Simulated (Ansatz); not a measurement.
La: from a starting cell to a relaxed one

The start is a generated trial cell of La in the diamond structure type. The structure is fully relaxed (lattice and positions, P = 0) with PBE (plane waves to 420 eV, PAW, scalar-relativistic; Ansatz, a quantum-chemistry and plane-wave program). The first steps use a coarse 8×8×8 k-mesh.

Input geometry:
```
CELL_PARAMETERS angstrom
      0.00000     3.58534     3.58534
      3.58534     0.00000     3.58534
      3.58534     3.58534     0.00000
ATOMIC_POSITIONS crystal
  La 0.25000 0.25000 0.25000
  La 0.00000 0.00000 0.00000
```

**Question.** How do the shortest distances between atoms change?

**Answer.** The closest pairs of elements (up to four, under 3.6 Å), start → end: La–La 3.10 → 2.89 Å.

**Question.** Is the relaxed structure metallic? Give its gap.

**Answer.** Zero (metallic).

**Question.** What does it relax into? Give the structure.

**Answer.** 
Space group Fd-3m, origin choice 1 (No. 227); a = b = c = 6.680 Å, α = β = γ = 90.00°

```
atom  site  symmetry       x       y       z
----  ----  --------  ------  ------  ------
La      8a      -43m  0.0000  0.0000  0.0000
```
(The calculation used a cell of 2 atoms; values per cell refer to that cell.)

The space group stays Fd-3m (No. 227) (the run could not lower it); the end is diamond type, with 2 atoms in the primitive cell. Final values are on a 12×12×12 k-mesh of the relaxed cell. No spin polarisation in the result.

The run could not lose the symmetry of its start, so the end can be a saddle point.

All atoms sit on sites fixed by symmetry, so only the cell could relax.

The relaxed structure here is a generated cell of La: the first start was made by placing the elements on the sites of a structure type, and the end was not matched to a known phase here, so it may be hypothetical. Known forms of La include space group No. 194.
